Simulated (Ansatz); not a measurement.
**Structures of Tl3As2: which is lowest?**

Plane-wave DFT in Ansatz with scalar-relativistic PAW potentials, cutoff 420 eV, Γ-centred meshes chosen by cell and gap, Gaussian smearing with energies taken to zero width. Every cell was relaxed (cell and atoms) in a run of its own, within the symmetry of its start. Functional: PBE.

Relaxed structures (starts from databases or built by putting these elements on another compound's sites):
A. R-3c, 10 atoms in the computed cell, a = 7.540 Å, c = 19.233 Å; sites (symmetry × multiplicity) Tl .2 × 18, As 3. × 12; start: built
B. R-3m, 5 atoms in the computed cell, a = 4.275 Å, c = 26.586 Å; sites (symmetry × multiplicity) Tl -3m × 3 + 3m × 6, As 3m × 6; start: built

Task: Rank them by energy. Could pressure change the order?

Result:
| structure | group | E − E(lowest) (meV/atom) | V (Å³/atom) | gap on mesh (eV) |
| --- | --- | --- | --- | --- |
| A | R-3c | 0.0 | 31.56 | 0.00 |
| B | R-3m | 39 | 28.05 | 0.00 |

A is lowest, 39 meV/atom under B. B is denser by 3.51 Å³/atom, so pressure favours it: ΔE/ΔV, with ΔE in eV and 1 eV/Å³ = 160.2 GPa, gives about 1.8 GPa for equal enthalpy if both cells were rigid, a rough figure since the two compress differently. Other structures may lie lower than all of these, and vibrations aren't counted.

Spin-orbit coupling is left out, which matters for the bands of heavy elements. For Tl, Pb and Bi spin-orbit coupling shifts energies too.